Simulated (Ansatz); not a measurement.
FeCo:
```cif
data_CoFe
_chemical_formula_sum 'Co1 Fe1'
_space_group_name_H-M_alt 'P 1'
_space_group_IT_number 1
_cell_length_a 2.84495
_cell_length_b 2.84495
_cell_length_c 2.84495
_cell_angle_alpha 90.000
_cell_angle_beta 90.000
_cell_angle_gamma 90.000
loop_
_space_group_symop_operation_xyz
  'x, y, z'
loop_
_atom_site_label
_atom_site_type_symbol
_atom_site_fract_x
_atom_site_fract_y
_atom_site_fract_z
_atom_site_occupancy
Co1 Co 0.00000 0.00000 0.00000 1
Fe1 Fe 0.50000 0.50000 0.50000 1
```
Starting moments (μB, in the order of the atoms Co Fe): 1.8 2.9.

Relaxed with PBE.

**Question.** Tabulate the valence density and the electron localisation function along the shortest Co–Fe contact (2.46 Å), DFT-PBE in the program Ansatz with PAW potentials.

**Answer.** 

| distance from Co (Å) | density (e/Å³) | ELF |
|---|---|---|
| 0.25 | 31.84 | 0.95 |
| 0.37 | 16.66 | 0.86 |
| 0.49 | 7.62 | 0.64 |
| 0.62 | 3.42 | 0.41 |
| 0.74 | 1.59 | 0.27 |
| 0.86 | 0.81 | 0.21 |
| 0.99 | 0.49 | 0.20 |
| 1.11 | 0.38 | 0.23 |
| 1.23 | 0.34 | 0.26 |
| 1.36 | 0.37 | 0.21 |
| 1.48 | 0.46 | 0.17 |
| 1.60 | 0.73 | 0.20 |
| 1.72 | 1.62 | 0.30 |
| 1.85 | 3.78 | 0.43 |
| 1.97 | 7.89 | 0.57 |
| 2.09 | 14.67 | 0.71 |
| 2.22 | 23.67 | 0.81 |

The density is the valence pseudo-density with augmentation charge, so density and ELF within about 1 Å of a nucleus are not all-electron values.

Space group Pm-3m (CsCl type). The cell was relaxed with PBE under the symmetry of its start. The final state is ferromagnetic, chosen from 5 collinear starts compared on coarse meshes (ties went to the first, and starts can fall back to one state), not a proven ground state. Textbook magnetic order: ferromagnetic.

Potentials: the later of the program's two PAW sets.
